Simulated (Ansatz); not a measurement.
The slice is one period of a {100} plane through atoms; its size isn't given.

These are PBE (plane waves to 420 eV, PAW, scalar-relativistic; Ansatz, a program for electronic structure) values and carry that method's errors. These are valence fields of a PAW run, semicore shells included where kept as valence: close to a nucleus they are smooth pseudo fields.

```
|%@@@%#+-.       .-+#%@@@|
|@@@@%*=:.       .:=*%@@@|
|@@@%#+=:.       .:=+#%@@|
|@%%#*=-.         .-=*#%%|
|##*+=-:.         .:-=+*#|
|++==-:.           .:-==+|
|--::..             ..::-|
|....                 ...|
|                        |
|                        |
|                        |
|                        |
|                        |
|                        |
|                        |
|....                 ...|
|--::..             ..::-|
|++==-:.           .:-==+|
|##*+=-:.         .:-=+*#|
|@%%#*=-.         .-=*#%%|
|@@@%#+=:.       .:=+#%@@|
|@@@@%*=:.       .:=*%@@@|
|%@@@%#+-.       .-+#%@@@|
|#%@@@#+-.       .-+#@@@%|
```
Scale: ten equal steps from -1.40 (start of ' ') to 0.43 (end of '@'), in the order ' .:-=+*#%@'. Values: log₁₀ of the valence density in e/Å³. The map has 24 points along u (one character each, u = 0 at the left) and 24 along v (v = 0 in the bottom row). The scale is logarithmic, as a density can span decades between atoms and voids.

```
|xxx@@@*.   :::   .*@@@xx|
|xx%@@%+.  .:-:.  .+%@@%x|
|@@@@@#-   .---.   -#@@@@|
|@@@@%+.   :-=-:   .+%@@@|
|@@%#+:   .-=+=-.   :+#%@|
|**+-.   .:=+*+=:.   .-+*|
|:..    .:=+***+=:.    ..|
|      .:=+*****+=:.     |
|     .:=+***#***+=:.    |
|  ..:-=+***###***+=-:.. |
|.::--=+***#####***+=--::|
|::--=+***#######***+=--:|
|.::--=+***#####***+=--::|
|  ..:-=+***###***+=-:.. |
|     .:=+***#***+=:.    |
|      .:=+*****+=:.     |
|:..    .:=+***+=:.    ..|
|**+-.   .:=+*+=:.   .-+*|
|@@%#+:   .-=+=-.   :+#%@|
|@@@@%+.   :-=-:   .+%@@@|
|@@@@@#-   .---.   -#@@@@|
|xx%@@%+.  .:-:.  .+%@@%x|
|xxx@@@*.   :::   .*@@@xx|
|xxx@@@*:   .:.   :*@@@xx|
```
Scale: ten equal steps from 0.07 (start of ' ') to 0.87 (end of '@'), in the order ' .:-=+*#%@'. Values: electron localisation function (ELF). The map has 24 points along u (one character each, u = 0 at the left) and 24 along v (v = 0 in the bottom row). Points within 0.5 Å of a nucleus are blanked (x), as the pseudised field means little there.

Q: Which relaxed crystal do these maps come from?
A. Au (fcc, Cu type)
B. Ni (fcc, Cu type)
C. Pd (fcc, Cu type)
D. Sr (fcc, Cu type)

A: D, Sr (fcc, Cu type). Atoms on the slice: Sr at (0.00, 0.00)

All were relaxed with their symmetry unable to fall. Pd is run without spin polarisation. Relaxed Ni ends ferromagnetic. Spin-orbit coupling is left out. The magnetic order is the one the run started from; other orders were not tried. (This holds for the magnetic or f-shell members.)
